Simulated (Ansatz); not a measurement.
Trial structure of LiSe₂, not yet relaxed:

```cif
data_structure
_symmetry_space_group_name_H-M 'P 1'
_symmetry_Int_Tables_number 1
_cell_length_a 3.7365
_cell_length_b 3.7365
_cell_length_c 6.0038
_cell_angle_alpha 90.000
_cell_angle_beta 90.000
_cell_angle_gamma 120.000
_cell_volume 72.59
loop_
_atom_site_label
_atom_site_type_symbol
_atom_site_fract_x
_atom_site_fract_y
_atom_site_fract_z
_atom_site_occupancy
Li1 Li 0.00000 0.00000 0.50000 1
Se1 Se 0.33333 0.66667 0.75635 1
Se2 Se 0.66667 0.33333 0.24365 1
```

These are results of DFT PBE+D3(BJ), scalar-relativistic, plane waves, PAW (Ansatz), not measurements. Plane waves to 420 eV, a k mesh through Γ of 6×6×4 on the computed 3-atom cell and Gaussian smearing (0.10 eV); no spin polarisation.

Formation energies are uncorrected and refer to the elements' standard structures at the same level.

Task: What does a single point on this coarse mesh give?

Result: The pressure is -6.6 GPa (the mean over three directions, positive in compression), the largest force is 0.22 eV/Å, and the energy is +0.15 eV/atom against the elements. The shortest distance is 2.65 Å.

Task: How much does it gain on relaxing, and where does it end?

Result: Relaxing gains about 0.42 eV/atom (the start's value is from the coarse mesh, so the gain is rough) in 20 ionic steps and ends at −0.27 eV/atom on the finer mesh. The symmetry stays P-3m1 (No. 164). The volume per atom shrinks by 23.2 %, from 24.2 to 18.6 Å³. The shortest distance goes from 2.65 Å (Li–Se) to 2.56 Å (Li–Se). The ratio c/a of the conventional cell changes by a factor of 0.61. Conventional cell: a = 4.034 Å, c = 3.956 Å. Around Li lie 6 Se at 2.56 Å; around Se lie 3 Li at 2.56 Å and 6 Se at 2.97–3.14 Å.

The last run used a 15×15×12 mesh (in the run's order of axes) for its 3-atom cell and Gaussian smearing of 0.10 eV. An odd number of electrons in the primitive cell allows no gap without spin; a larger cell or a magnetic state could open one. The cell is a metal run without spin; a magnetic state may lie lower. The relaxation can't lower the symmetry of the start. A structure relaxed within its symmetry needn't be a true minimum. Another cell of LiSe2 relaxed alike, in Fm-3m, lies 108 meV/atom lower, so this cell isn't the stable form at this level.
